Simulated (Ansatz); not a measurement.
## MnV: trigonal deformation path

Computed with Ansatz, DFT r2SCAN, scalar-relativistic, plane waves, PAW. Settings: plane waves to 500 eV, k-mesh 18×18×18 (Γ-centred), Gaussian smearing 0.15 eV. Collinear spins, started from moments 2.3, -1.7 μB in atom order; the magnetic state may not be the lowest. Energies are free energies at this smearing, counted from the undisturbed cell; pressure is positive in compression.

The undisturbed cell (as given, not relaxed at this level; it stands at 8.0 GPa, and it needn't be the usual structure):

```
Mn V
1.0
     2.90000    0.00000    0.00000
     0.00000    2.90000    0.00000
     0.00000    0.00000    2.90000
Mn V
1 1
Direct
  0.00000 0.00000 0.00000
  0.50000 0.50000 0.50000
```

At fixed volume and fractional coordinates, lengths along (0.577, 0.577, 0.577) are scaled against those across it; ρ is that ratio over its starting value. The cell is metallic on the mesh throughout. At ρ = 2.000 the cell becomes cubic (Fm-3m), and there the slope of the energy vanishes by symmetry. At 8 GPa the given cell is far from its own equilibrium, so these figures belong to a strongly strained crystal.

| ρ | ΔE (meV/atom) | pressure (GPa) | moment (μB/cell) |
| --- | --- | --- | --- |
| 0.500 | 4313.2 | ? | ? |
| 0.710 | 694.2 | 20.3 | 0.81 |
| 1.000 | 0.0 | 8.0 | 0.14 |
| 2.000 | 995.4 | 21.4 | 0.94 |

**Question.** Give the withheld values.

**Answer.** pressure (GPa) at ρ = 0.500: 118.6; moment (μB/cell) at ρ = 0.500: 0.13.